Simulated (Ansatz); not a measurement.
Co under uniaxial strain: field gradients at the nuclei

Cell: an entry of the Crystallography Open Database (COD), whose atoms a relaxation with PBE at fixed cell left in place.

```xyz
2
Lattice="2.5054 0.0000 0.0000 -1.2527 2.1697 0.0000 0.0000 0.0000 4.0893" Properties=species:S:1:pos:R:3 pbc="T T T"
Co    0.0000    1.4465    1.0223
Co    1.2527    0.7232    3.0670
```

Sites (sets of like atoms) are named by element and the number of their first atom in this list.

The numbers come from a DFT calculation in Ansatz (PBE, plane waves and PAW, scalar-relativistic, collinear spin, 420 eV cutoff, Γ-centred 21×21×11 k-points, Fermi–Dirac smearing 0.05 eV). Start moments as typed (μB): 2 on each Co.

The cell is stretched along z (the third Cartesian axis of the run's cell), x and y held, and the ions relax again each time.

| strain along z (%) | Co: V along z (10²¹ V/m²) |
| --- | --- |
| -3 | ? |
| -2 | -0.55 |
| -1 | -0.31 |
| 0 | -0.07 |
| +1 | 0.19 |
| +2 | 0.46 |
| +3 | 0.75 |

(1) Estimate the row at -3 % from the others.

Answers

(1) Co: -0.78. Worked for Co: a straight line through the other 6 rows has a slope of 0.260 × 10²¹ V/m² per per cent of strain and gives -0.83 at -3 %, against -0.78 from the run; over all rows the step per per cent runs from 0.23 at the compressed end to 0.30 at the stretched end, so the response isn't a straight line. For ⁵⁹Co that is 2.6 MHz of C_Q per per cent.

At this cell the principal stresses reach 6 GPa in size with PBE, which can matter for small gradients. The run finds no gap above 0.1 eV (a metal, or nearly one), so the gradients can move by 10 % or more with the k-mesh. With these PAW files V_zz is typically within 2 to 3 % of all-electron values, but misses above 10 % occur on Co.
